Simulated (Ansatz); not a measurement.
Zn (hcp, Mg type)

```xyz
2
Lattice="2.6467 0.0000 0.0000 -1.3234 2.2921 0.0000 0.0000 0.0000 4.6781" Properties=species:S:1:pos:R:3 pbc="T T T"
Zn     0.0000     1.5281     3.5086
Zn     1.3234     0.7640     1.1695
```

E(V) scan at fixed shape, V₀ the volume above. Symmetry pins the atoms to their sites.

Calculation: r2SCAN (plane waves to 500 eV, PAW, scalar-relativistic; Ansatz, a quantum-chemistry and plane-wave program). k mesh 20×20×10 (Γ-centred), Fermi-Dirac smearing 0.05 eV. Energies are smeared free energies. Compression counts positive. With the shape held, the modulus is that of even scaling; a crystal free to change shape is softer. The PAW data are Ansatz's earlier set. Zn was relaxed with its symmetry unable to fall. The zero of ΔE is the relaxed starting cell. The last digit holds for this mesh only.

```tsv
V (Å³/atom)	ΔE (meV/atom)
11.920	withheld
12.374	90.5
12.828	47.4
13.282	19.6
13.736	4.6
14.190	0.0
14.644	4.0
15.098	15.0
15.552	31.7
16.006	53.0
16.460	78.0
```

**Question.** Fit a third-order Birch-Murnaghan form (E₀, V₀, B₀, B₀′ free) to the given rows and predict ΔE at V = 11.920.

**Answer.** Least squares on the 10 given rows: ΔE = E₀ + (9V₀B₀/16)·y²·[2 + (B₀′ − 4)y], y = (V₀/V)^(2/3) − 1, with V₀ = 14.191 Å³/atom, B₀ = 93.75 GPa (160.2 GPa = 1 eV/Å³; the term in eV is multiplied by 1000), B₀′ = 5.24, E₀ = 0.06 meV/atom; root-mean-square residual 0.05 meV/atom. At 11.920 the fit gives 152.9 meV/atom; the calculation gives 152.3 meV/atom, so the extrapolation is off by 0.6 (+0.4 %). For the pressure the fit gives 25.8 GPa against the computed 25.6 GPa.

(A scan under strain: stresses follow from slopes of the energy per volume, elastic moduli from its curvatures.)
